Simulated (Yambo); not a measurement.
ScF₃ (space group R-3c, No. 167): one transition space (4×4×4 mesh, 18 valence and 12 conduction bands, Tamm-Dancoff) with different kernels in Yambo, on LDA orbitals; field along x. BSE alone uses the static screening with 80 bands and a 3 Ry block; its scissor and those of RPA and TDDFT come from G0W0, that of the TDHF-type run from bare exchange. Axes are Cartesian, with cell vectors (Å) (2.85, 1.65, 4.65), (-2.85, 1.65, 4.65), (0.00, -3.29, 4.65).

```json
[
 {"kernel": "BSE (screened electron-hole attraction)", "scissor (eV)": "5.22", "direct gap with it (eV)": "11.38", "lowest state (eV)": "?"},
 {"kernel": "RPA (no attraction)", "scissor (eV)": "5.22", "direct gap with it (eV)": "11.38", "lowest state (eV)": "11.38 (dark)"},
 {"kernel": "TDHF-type (unscreened attraction, exchange-only scissor)", "scissor (eV)": "16.19", "direct gap with it (eV)": "22.35", "lowest state (eV)": "?"}
]
```

**Question.** What belongs in the gaps?

**Answer.** 
- BSE (screened electron-hole attraction), lowest state (eV): 9.04 (dark)
- TDHF-type (unscreened attraction, exchange-only scissor), lowest state (eV): 16.58 (dark)

RPA leaves the lowest state at the direct gap: no bound exciton. These are vertical excitations (zero momentum). Spin singlets only. Strong means a line over 3 % of the spectrum's maximum, dark under 0.03 %. Absolute energies carry the error of the G0W0 scissor, whose convergence isn't established; the long-wavelength screening was taken along (1,1,1) although the crystal is anisotropic. Convergence of the binding with the mesh was not shown.

Geometry of the Materials Project entry, not relaxed at this level; primitive cell a = 5.700 Å, b = 5.700 Å, c = 5.700 Å, α = 60.03°, β = 60.03°, γ = 60.03°.

The structure is a Materials Project entry; no match was found in the copy of COD used, and its stability was not checked.
